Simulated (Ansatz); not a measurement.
GaP (zinc blende, F-43m), PBEsol in the plane-wave PAW code Ansatz: ε∞ = 10.6, cell volume 40.22 Å³. Infrared-active transverse modes:

```json
[
 {"ω_TO (cm⁻¹)": "357.1", "oscillator strength S_xx (e²/amu)": "0.2076"}
]
```

### Question
Compute the static dielectric constant.

### Answer
Each mode adds (4.921e7/V) S/ω²: 1.99. So ε0 = 12.6.

### Question
What LO frequency does the Lyddane–Sachs–Teller relation give?

### Answer
ω_LO = ω_TO √(ε0/ε∞) = 389 cm⁻¹.

Symmetry was held in the PBEsol relaxation. Scalar-relativistic: spin–orbit coupling is off unless named, which matters more the heavier the elements.

Potentials: the earlier of the program's two PAW sets. The files were generated under PBE; for other functionals the program regenerates the frozen cores, and for LDA and PBEsol the local potential too.
